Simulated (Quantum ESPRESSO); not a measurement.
## SiMgInGaP4 (finding a planted mistake in a log)

A calculation, not a measurement. The program is pw.x of Quantum ESPRESSO 7.5 (plane-wave density functional theory). The cell is made up: 8 atoms on a zincblende/diamond lattice, with randomly drawn elements, strain and displacements, not relaxed. PseudoDojo standard norm-conserving files (v0.5 for PBE, v0.4.1 for LDA and PBEsol) set the functional; there is no spin polarisation, spin-orbit coupling or dispersion term, and the masses in the input are unused placeholders.

Intended input:

```
&control calculation='scf', pseudo_dir='./dojo.nc.sr.pbe.v0_5.standard.upf', outdir='./o', disk_io='low', tprnfor=.true., tstress=.true. /
&system ibrav=0, nat=8, ntyp=5, nbnd=36, ecutwfc=84.00895049, nosym=.true., tot_charge=0,
 occupations='smearing', smearing='fd', degauss=0.0018374661
/
&electrons conv_thr=7.350e-09, electron_maxstep=60, /
ATOMIC_SPECIES
Ga 1.0 Ga.upf
In 1.0 In.upf
Mg 1.0 Mg.upf
P 1.0 P.upf
Si 1.0 Si.upf
CELL_PARAMETERS angstrom
5.6099 -0.0133 -0.0658
-0.0133 5.5032 0.0146
-0.0658 0.0146 5.3907
ATOMIC_POSITIONS angstrom
Si 0.0642 0.0338 0.0304
Mg -0.0203 2.7873 2.7287
In 2.7623 0.0577 2.7329
Ga 2.7691 2.8032 -0.0491
P 1.3518 1.4182 1.1937
P 1.3856 4.1073 4.0597
P 4.1656 1.3512 3.959
P 4.2606 4.0489 1.29
K_POINTS automatic
4 4 4 1 1 1
```

The log is shortened where brackets say so; the opening notice, blank lines, dates and the lines on written files are dropped, and the path of the files is cut. It prints rydbergs, bohrs and kilobars, and counts compression as positive stress.

Log of the intended run:

```
     Program PWSCF v.7.5
     Parallel version (MPI & OpenMP), running on       4 processor cores
     Number of MPI processes:                 4
     Threads/MPI process:                     1
     [start-up lines left out]
     bravais-lattice index     =            0
     lattice parameter (alat)  =      10.6019  a.u.
     unit-cell volume          =    1122.9087 (a.u.)^3
     number of atoms/cell      =            8
     number of atomic types    =            5
     number of electrons       =        60.00
     number of Kohn-Sham states=           36
     kinetic-energy cutoff     =      84.0090  Ry
     charge density cutoff     =     336.0358  Ry
     scf convergence threshold =      7.3E-09
     mixing beta               =       0.7000
     number of iterations used =            8  plain     mixing
     Exchange-correlation= PBE
                           (   1   4   3   4   0   0   0)
     [axes and pseudopotential details left out]
   Cartesian axes
     site n.     atom                  positions (alat units)
         1        Si     tau(   1) = (   0.0114432   0.0060246   0.0054186  )
         2        Mg     tau(   2) = (  -0.0036183   0.4968182   0.4863731  )
         3        In     tau(   3) = (   0.4923621   0.0102847   0.4871218  )
         4        Ga     tau(   4) = (   0.4935742   0.4996523  -0.0087518  )
         5        P      tau(   5) = (   0.2409496   0.2527850   0.2127693  )
         6        P      tau(   6) = (   0.2469742   0.7320997   0.7236153  )
         7        P      tau(   7) = (   0.7424913   0.2408427   0.7056662  )
         8        P      tau(   8) = (   0.7594244   0.7216903   0.2299342  )
     number of k points=    32  Fermi-Dirac smearing, width (Ry)=  0.0018
                       cart. coord. in units 2pi/alat
        k(    1) = (   0.1268510   0.1273910   0.1312955), wk =   0.0625000
        k(    2) = (   0.1299016   0.1267080   0.3915189), wk =   0.0625000
     [further k points left out]
     Dense  grid:   116813 G-vectors     FFT dimensions: (  64,  64,  60)
     Estimated max dynamical RAM per process >     221.50 MB
     Estimated total dynamical RAM >     800.43 MB
     Initial potential from superposition of free atoms
     starting charge      59.9915, renormalised to      60.0000
     Starting wfcs are   43 randomized atomic wfcs
     total cpu time spent up to now is        4.1 secs
     per-process dynamical memory:   163.7 Mb
     Self-consistent Calculation
     iteration #  1     ecut=    84.01 Ry     beta= 0.70
     Davidson diagonalization with overlap
     ethr =  1.00E-02,  avg # of iterations =  4.4
     Threshold (ethr) on eigenvalues was too large:
     Diagonalizing with lowered threshold
     Davidson diagonalization with overlap
     ethr =  6.30E-04,  avg # of iterations =  1.5
     total cpu time spent up to now is       15.8 secs
     total energy              =    -468.49292299 Ry
     estimated scf accuracy    <       0.38449650 Ry
     iteration #  2     ecut=    84.01 Ry     beta= 0.70
     Davidson diagonalization with overlap
     ethr =  6.41E-04,  avg # of iterations =  2.1
     total cpu time spent up to now is       22.0 secs
     total energy              =    -468.58096007 Ry
     estimated scf accuracy    <       0.09838781 Ry
     [iterations 3 to 9 left out]
     iteration # 10     ecut=    84.01 Ry     beta= 0.70
     Davidson diagonalization with overlap
     ethr =  4.20E-11,  avg # of iterations =  3.2
     total cpu time spent up to now is       74.7 secs
     total energy              =    -468.60304868 Ry
     estimated scf accuracy    <          7.4E-09 Ry
     iteration # 11     ecut=    84.01 Ry     beta= 0.70
     Davidson diagonalization with overlap
     ethr =  1.24E-11,  avg # of iterations =  2.1
     total cpu time spent up to now is       80.5 secs
     End of self-consistent calculation
     [lines on levels left out]
!    total energy              =    -468.60304868 Ry
     estimated scf accuracy    <          3.9E-10 Ry
     smearing contrib. (-TS)   =      -0.00000000 Ry
     internal energy E=F+TS    =    -468.60304868 Ry
     The total energy is F=E-TS. E is the sum of the following terms:
     one-electron contribution =    -237.06075798 Ry
     hartree contribution      =     149.00829010 Ry
     xc contribution           =    -117.65720498 Ry
     ewald contribution        =    -262.89337582 Ry
     convergence has been achieved in  11 iterations
     Forces acting on atoms (cartesian axes, Ry/au):
     atom    1 type  5   force =    -0.03494275   -0.03478120   -0.03099925
     atom    2 type  3   force =     0.01443285   -0.03552937   -0.00026162
     atom    3 type  2   force =    -0.02180272   -0.04899932   -0.08562086
     atom    4 type  1   force =     0.04581135   -0.02694861    0.00288487
     atom    5 type  4   force =    -0.00779826   -0.00153777    0.00534889
     atom    6 type  4   force =    -0.05921873    0.03537443    0.04767806
     atom    7 type  4   force =     0.07462847    0.04895535    0.11037536
     atom    8 type  4   force =    -0.01111021    0.06346648   -0.04940544
     Total force =     0.227524     Total SCF correction =     0.000052
     Computing stress (Cartesian axis) and pressure
          total   stress  (Ry/bohr**3)                   (kbar)     P=       76.68
   0.00042282   0.00025526   0.00032650           62.20       37.55       48.03
   0.00025526   0.00050868  -0.00003515           37.55       74.83       -5.17
   0.00032650  -0.00003515   0.00063221           48.03       -5.17       93.00
     init_run     :      3.77s CPU      3.95s WALL (       1 calls)
     electrons    :     75.20s CPU     76.49s WALL (       1 calls)
     forces       :      1.13s CPU      1.18s WALL (       1 calls)
     stress       :      3.54s CPU      3.59s WALL (       1 calls)
     [timing details left out]
     PWSCF        :   1m23.82s CPU   1m25.46s WALL
     JOB DONE.
```

A second run was made from an input with one planted mistake. Its log:

```
     Program PWSCF v.7.5
     Parallel version (MPI & OpenMP), running on       4 processor cores
     Number of MPI processes:                 4
     Threads/MPI process:                     1
     [start-up lines left out]
     bravais-lattice index     =            0
     lattice parameter (alat)  =      10.6019  a.u.
     unit-cell volume          =    1122.9087 (a.u.)^3
     number of atoms/cell      =            8
     number of atomic types    =            5
     number of electrons       =        59.00
     number of Kohn-Sham states=           36
     kinetic-energy cutoff     =      84.0090  Ry
     charge density cutoff     =     336.0358  Ry
     scf convergence threshold =      7.3E-09
     mixing beta               =       0.7000
     number of iterations used =            8  plain     mixing
     Exchange-correlation= PBE
                           (   1   4   3   4   0   0   0)
     [axes and pseudopotential details left out]
   Cartesian axes
     site n.     atom                  positions (alat units)
         1        Si     tau(   1) = (   0.0114432   0.0060246   0.0054186  )
         2        Mg     tau(   2) = (  -0.0036183   0.4968182   0.4863731  )
         3        In     tau(   3) = (   0.4923621   0.0102847   0.4871218  )
         4        Ga     tau(   4) = (   0.4935742   0.4996523  -0.0087518  )
         5        P      tau(   5) = (   0.2409496   0.2527850   0.2127693  )
         6        P      tau(   6) = (   0.2469742   0.7320997   0.7236153  )
         7        P      tau(   7) = (   0.7424913   0.2408427   0.7056662  )
         8        P      tau(   8) = (   0.7594244   0.7216903   0.2299342  )
     number of k points=    32  Fermi-Dirac smearing, width (Ry)=  0.0018
                       cart. coord. in units 2pi/alat
        k(    1) = (   0.1268510   0.1273910   0.1312955), wk =   0.0625000
        k(    2) = (   0.1299016   0.1267080   0.3915189), wk =   0.0625000
     [further k points left out]
     Dense  grid:   116813 G-vectors     FFT dimensions: (  64,  64,  60)
     Estimated max dynamical RAM per process >     221.50 MB
     Estimated total dynamical RAM >     800.43 MB
     Initial potential from superposition of free atoms
     starting charge      59.9915, renormalised to      59.0000
     Starting wfcs are   43 randomized atomic wfcs
     total cpu time spent up to now is        4.1 secs
     per-process dynamical memory:   163.5 Mb
     Self-consistent Calculation
     iteration #  1     ecut=    84.01 Ry     beta= 0.70
     Davidson diagonalization with overlap
     ethr =  1.00E-02,  avg # of iterations =  4.0
     Threshold (ethr) on eigenvalues was too large:
     Diagonalizing with lowered threshold
     Davidson diagonalization with overlap
     ethr =  6.16E-04,  avg # of iterations =  1.8
     total cpu time spent up to now is       15.9 secs
     total energy              =    -468.98418536 Ry
     estimated scf accuracy    <       0.37568838 Ry
     iteration #  2     ecut=    84.01 Ry     beta= 0.70
     Davidson diagonalization with overlap
     ethr =  6.37E-04,  avg # of iterations =  3.7
     total cpu time spent up to now is       21.9 secs
     total energy              =    -469.02078649 Ry
     estimated scf accuracy    <       0.22855377 Ry
     [iterations 3 to 10 left out]
     iteration # 11     ecut=    84.01 Ry     beta= 0.70
     Davidson diagonalization with overlap
     ethr =  6.53E-11,  avg # of iterations =  2.6
     total cpu time spent up to now is       78.9 secs
     total energy              =    -469.08782569 Ry
     estimated scf accuracy    <       0.00000002 Ry
     iteration # 12     ecut=    84.01 Ry     beta= 0.70
     Davidson diagonalization with overlap
     ethr =  2.71E-11,  avg # of iterations =  2.0
     total cpu time spent up to now is       84.4 secs
     End of self-consistent calculation
     [lines on levels left out]
!    total energy              =    -469.08782570 Ry
     estimated scf accuracy    <          4.2E-10 Ry
     smearing contrib. (-TS)   =      -0.00051801 Ry
     internal energy E=F+TS    =    -469.08730769 Ry
     The total energy is F=E-TS. E is the sum of the following terms:
     one-electron contribution =    -238.07079904 Ry
     hartree contribution      =     148.72991413 Ry
     xc contribution           =    -116.85304696 Ry
     ewald contribution        =    -262.89337582 Ry
     convergence has been achieved in  12 iterations
     Forces acting on atoms (cartesian axes, Ry/au):
     atom    1 type  5   force =    -0.03293061   -0.03478693   -0.03267189
     atom    2 type  3   force =     0.01672760   -0.03312511    0.00584767
     atom    3 type  2   force =    -0.02689691   -0.04548878   -0.07708396
     atom    4 type  1   force =     0.03980254   -0.02297539    0.00328315
     atom    5 type  4   force =    -0.00192216   -0.00491252   -0.00193821
     atom    6 type  4   force =    -0.05433153    0.03881562    0.04998840
     atom    7 type  4   force =     0.06993921    0.04063198    0.11070697
     atom    8 type  4   force =    -0.01038814    0.06184113   -0.05813212
     Total force =     0.220748     Total SCF correction =     0.000075
     Computing stress (Cartesian axis) and pressure
          total   stress  (Ry/bohr**3)                   (kbar)     P=      -35.59
  -0.00031172   0.00027945   0.00034300          -45.86       41.11       50.46
   0.00027945  -0.00027538  -0.00004569           41.11      -40.51       -6.72
   0.00034300  -0.00004569  -0.00013870           50.46       -6.72      -20.40
     init_run     :      3.66s CPU      3.82s WALL (       1 calls)
     electrons    :     79.53s CPU     80.38s WALL (       1 calls)
     forces       :      1.12s CPU      1.15s WALL (       1 calls)
     stress       :      3.83s CPU      3.83s WALL (       1 calls)
     [timing details left out]
     PWSCF        :   1m28.42s CPU   1m29.58s WALL
     JOB DONE.
```

Question: what was wrong in the second input?

Answer: the cell has the wrong charge. The input lines that differ, file-writing options aside:

```
- &system ibrav=0, nat=8, ntyp=5, nbnd=36, ecutwfc=84.00895049, nosym=.true., tot_charge=0,
+ &system ibrav=0, nat=8, ntyp=5, nbnd=36, ecutwfc=84.00895049, nosym=.true., tot_charge=1,
```

```
                                            intended run  run with the mistake
                          free energy (eV)     -6375.669             -6382.265
                    smearing term -TS (eV)        0.0000               -0.0070
                            pressure (GPa)          7.67                 -3.56
            largest force component (eV/Å)         2.838                 2.846
largest change of a force component (eV/Å)                               0.224
                                iterations            11                    12
```

For scale, a rerun of the intended cell at 1437 eV and a 6 x 6 x 6 mesh moved values by no more than 0.008 eV in energy, 0.02 GPa in stress and 0.004 eV/Å in force. The charged cell sits in a uniform background, so its energy and stress rest on the program's zero of potential.